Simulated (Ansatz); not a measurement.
Here is the system:

Relaxed CsSnI3 (cubic perovskite):

```xyz
5
Lattice="6.1304 0.0000 0.0000 0.0000 6.1304 0.0000 0.0000 0.0000 6.1304" Properties=species:S:1:pos:R:3 pbc="T T T"
Cs     0.0000     0.0000     0.0000
Sn     3.0652     3.0652     3.0652
I      0.0000     3.0652     3.0652
I      3.0652     3.0652     0.0000
I      3.0652     0.0000     3.0652
```

In each cell atom 5 (I, nearest neighbour Sn at 3.065 Å; its periodic images, 6.1 Å or more away, move with it) moves by s·(0.707, 0.707, 0.000) (along Cartesian [110]), the rest being held.

All values below come from PBEsol (plane waves to 420 eV, PAW, scalar-relativistic; Ansatz, an electronic-structure program). k mesh 6×6×6 (Γ-centred), Fermi-Dirac smearing 0.05 eV. Energies are smeared free energies. CsSnI3 was relaxed with its symmetry unable to fall. Spin-orbit coupling is left out, though I is heavy. This is a high-temperature form of CsSnI3. The zero of ΔE is the undisplaced structure.

The scan covers s from -0.920 to 0.920 Å in 11 points.

Is this a single well or a double well?

A single well with its minimum at or next to zero displacement.

Is the energy the same for equal positive and negative displacements?

Even: the same for both signs. With its periodic images moving along, the atom's site symmetry in this cell is 4/mmm.

What force acts on the atom along the line at s = -0.920 Å?

3.07 eV/Å.

What is the energy change at s = 0.920 Å?

1004 meV/cell.

(For displaced atoms, the force is minus the slope of the energy, and its curvature is a force constant, which sets phonon frequencies.)
